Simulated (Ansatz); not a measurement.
# Sb2W, a known structure type with other elements, at an estimated volume

```yaml
crystal:
  lattice:
    - [3.53301, 0.00000, 0.00000]
    - [1.76650, -6.22895, 0.00000]
    - [0.00000, 0.00000, -5.55163]
  atoms:
    - { symbol: Sb, position: [0.42990, 0.14020, 0.88330] }
    - { symbol: Sb, position: [0.57010, 0.85980, 0.38330] }
    - { symbol: Sb, position: [0.29800, 0.40400, 0.19970] }
    - { symbol: Sb, position: [0.70200, 0.59600, 0.69970] }
    - { symbol: W, position: [0.09314, 0.81372, 0.00000] }
    - { symbol: W, position: [0.90686, 0.18628, 0.50000] }
```

Single point in Ansatz 0.2.0 with PBE, no spin polarisation. Cutoff 420 eV, PAW datasets, 8×8×5 Γ-centred k mesh, cold filling (width 0.017 eV).

Describe some of the short contacts.

Sb–Sb at 2.41 Å: least valence density 0.73 e/Å³ and ELF 0.63 there. Sb–W at 2.77 Å: least valence density 0.41 e/Å³ and ELF 0.53 there. Both are smooth PAW fields, read partly inside the augmentation spheres.

What is the formation energy?

0.70 eV an atom against the elements' usual phases (free molecules for gases, crystals otherwise, with no correction for O₂ or N₂), so at this geometry it isn't bound against them. Relaxing would lower it.

Is the cell too large or too small?

The pressure is 16.8 GPa (compression positive), so with the atoms held at these fractions the cell would first expand; the forces are large, so a full relaxation may end otherwise. The principal stresses 2.6, 22.8, 25.1 GPa differ, so its shape would change too.

Is there a gap?

It is a metal, with about 1.1 states/eV a cell as the mean within 0.25 eV of the Fermi level, mostly W d (77 %) and Sb p (15 %).

Origin: a known structure type with other elements, at an estimated volume, so it need not be a known compound. Caveats: atoms or cell far from equilibrium.
